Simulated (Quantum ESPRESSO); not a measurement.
## Calculated data, Ge3P4 (made-up cell, one site empty), SiGe7 (made-up cell)

Calculation on a made-up crystal cell, not a measurement: periodic Kohn-Sham density functional theory in plane waves with PseudoDojo standard norm-conserving scalar-relativistic pseudopotentials, each functional with its own files (v0.5 for PBE, v0.4.1 for LDA and PBEsol), no spin polarisation, no spin-orbit coupling, atoms not relaxed, stress positive in tension, energies less a fixed whole-eV offset for each atom's element; levels are Kohn-Sham levels at fractions of this cell's reciprocal vectors, counted from the reference band (half the neutral cell's valence electrons, rounded up) at Gamma; error bars cover cutoff and k-mesh only, not smearing or the files; each bar is the largest change over components, and at least 0.002 eV, 0.002 eV per angstrom or 0.02 GPa; added strain carries the atoms with the cell, and shear is the tensor component; energies are for the whole cell, and the offsets were chosen from early runs and are not element reference energies; machines and their load varied, so run times do not measure scaling. Program: Quantum ESPRESSO 7.5.

Settings shared by all entries: lattice type zincblende/diamond; functional pbe; cutoff 1061 eV; fermi dirac smearing 0.1 eV; scf tolerance 1e-07 eV; electrons removed 0; run command pw.x -nk 1 -in in; run processor AMD EPYC, Zen 5 class, virtual cores; k mesh 6 x 6 x 6, shifted by half a step.

```yaml
- entry: 1
  formula: Ge3P4
  kind: "made-up cell, one site empty"
  structure:
    cell_angstrom:
      - [5.2422, -0.0583, 0.007]
      - [-0.0583, 5.3664, 0.0458]
      - [0.007, 0.0458, 5.3637]
    atoms_fractional:
      - [Ge, -0.00025, 0.01411, 0.00348]
      - [P, -0.0021, 0.48909, 0.49164]
      - [P, 0.50732, 0.01089, 0.49827]
      - [P, 0.26407, 0.25249, 0.24498]
      - [Ge, 0.24185, 0.74112, 0.74388]
      - [Ge, 0.7344, 0.2617, 0.74295]
      - [P, 0.75356, 0.76438, 0.2376]
  given:
    empty_site: 4
    atom_site: [1, 2, 3, 5, 6, 7, 8]
    "atom_energy_offset [eV]": [-2430, -189, -189, -189, -2430, -2430, -189]
  results:
    "free_energy_less_offsets [eV]": 3.408
    scf_iterations: 11
    "smearing_term_minus_ts [eV]": -0.1
    "pressure [GPa]": 5.7
    "stress_xx [GPa]": -5.927
    "stress_yy [GPa]": -6.044
    "stress_zz [GPa]": -5.128
    "stress_yz [GPa]": 0.00785
    "stress_xz [GPa]": -0.1477
    "stress_xy [GPa]": -4.555
    force_site: [1, 2, 3, 5, 6, 7, 8]
    "force_x [eV/angstrom]": [0.5071, 0.2817, -0.4929, 1.395, 1.835, -1.518, -2.008]
    "force_y [eV/angstrom]": [0.1442, 0.4116, -1.096, 1.611, -1.236, 1.917, -1.751]
    "force_z [eV/angstrom]": [0.07572, -1.842, -1.727, -0.05229, 1.161, 1.845, 0.5404]
    "fermi_level [eV]": 0.384
    reference_band: 31
    level_k_point: [Gamma, "(1/2,1/2,1/2)", "(0.15,0,0)", "(0,0.15,0)", "(0,0,0.15)"]
    "next_band_up [eV]": [0.356, 0.1663, 0.253, 0.3207, 0.5026]
    "error_bar_energy [eV]": 0.002788
    "error_bar_stress [GPa]": 0.0563
    "error_bar_force [eV/angstrom]": 0.01439
    "error_bar_next_band_up [eV]": 0.002
    "error_bar_fermi_level [eV]": 0.002562
    error_bars_from: "tighter rerun of this cell"
    "wall_time_of_scf_and_band_steps_on_a_shared_machine [s]": 985.1
- entry: 2
  formula: SiGe7
  kind: "made-up cell"
  structure:
    cell_angstrom: [[5.8087, 0.0, 0.0], [0.0, 5.8087, 0.0], [0.0, 0.0, 5.8087]]
    atoms_fractional:
      - [Si, -0.01551, 0.02512, 0.00573]
      - [Ge, -0.01684, 0.50409, 0.51845]
      - [Ge, 0.5268, 0.01276, 0.50412]
      - [Ge, 0.49452, 0.48634, 0.01467]
      - [Ge, 0.23491, 0.2603, 0.2488]
      - [Ge, 0.27433, 0.74178, 0.7507]
      - [Ge, 0.72863, 0.24992, 0.74168]
      - [Ge, 0.73781, 0.73292, 0.25033]
  given:
    atom_site: [1, 2, 3, 4, 5, 6, 7, 8]
    "atom_energy_offset [eV]": [-115, -2430, -2430, -2430, -2430, -2430, -2430, -2430]
  results:
    "free_energy_less_offsets [eV]": -2.988
    scf_iterations: 9
    "smearing_term_minus_ts [eV]": -0.01859
    "pressure [GPa]": -1.27
    "stress_xx [GPa]": 1.701
    "stress_yy [GPa]": 1.211
    "stress_zz [GPa]": 0.8972
    "stress_yz [GPa]": -1.159
    "stress_xz [GPa]": -1.146
    "stress_xy [GPa]": -1.817
    force_site: [1, 2, 3, 4, 5, 6, 7, 8]
    "force_x [eV/angstrom]": [0.3646, 0.8874, -2.227, -0.2225, -0.2874, -1.115, 1.554, 1.045]
    "force_y [eV/angstrom]": [-1.479, 0.2619, -1.526, 0.2891, -0.6939, 1.131, 0.7388, 1.278]
    "force_z [eV/angstrom]": [-0.4599, -0.3608, -1.509, -0.6743, 0.9185, 0.3611, 1.839, -0.1152]
    "fermi_level [eV]": 0.01671
    reference_band: 51
    level_k_point: [Gamma, "(1/2,1/2,1/2)", "(0.15,0,0)", "(0,0.15,0)", "(0,0,0.15)"]
    "next_band_up [eV]": [0.147, -0.2799, 0.4189, 0.3652, 0.3064]
    "error_bar_energy [eV]": 0.002
    "error_bar_stress [GPa]": 0.02
    "error_bar_force [eV/angstrom]": 0.006117
    "error_bar_next_band_up [eV]": 0.002
    "error_bar_fermi_level [eV]": 0.01738
    error_bars_from: "tighter rerun of a related cell"
    "wall_time_of_scf_and_band_steps_on_a_shared_machine [s]": 2207.0
```
